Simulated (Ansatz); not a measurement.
System: Na (bcc type), 1 atom in the cell.

Method: Ansatz 0.2.0 development build, PBE, all-electron LAPW, point nucleus.

k-mesh 12×12×12 Γ-centred; Fermi–Dirac smearing of 0.1 eV; no spin polarisation.

```yaml
crystal:
  lattice:
    - [-2.10000, 2.10000, 2.10000]
    - [2.10000, -2.10000, 2.10000]
    - [2.10000, 2.10000, -2.10000]
  atoms:
    - { symbol: Na, position: [0.00000, 0.00000, 0.00000] }
```
Lattice in Å, positions in fractions of it.

Question: What pressure does the calculation give?

Answer: The pressure is 0.01 GPa, close to zero.
